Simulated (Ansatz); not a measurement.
Given:

ScAl:
```xyz
4
Lattice="1.6182 -5.4664 0.0000 1.6182 5.4664 0.0000 0.0000 0.0000 4.2945" Properties=species:S:1:pos:R:3 pbc="T T T"
Sc     1.6182    -3.6765     3.2209
Sc     1.6182     3.6765     1.0736
Al     1.6182    -0.7573     3.2209
Al     1.6182     0.7573     1.0736
```

This is the LDA-relaxed structure.

Task: All from plane-wave PAW LDA (Ansatz code), unless another level is named. Give the bulk modulus (Birch–Murnaghan fit).

Result: 80.2 GPa.

Task: Next, the highest zone-centre frequency?

Result: 358 cm⁻¹.

Space group Cmcm. The workflow started from a Materials Project entry (that database holds measured and hypothetical structures alike); the Crystallography Open Database copy checked does not list it. Its standing as an ambient phase is unchecked. The LDA relaxation kept the symmetry of its start; its stability against distortions is not shown here. The run is not spin-polarised. As this level gives no gap, phonon frequencies hold no LO–TO term and depend on the k-mesh and smearing (Fermi–Dirac, 0.1 eV here).

Potentials: the later of the program's two PAW sets.
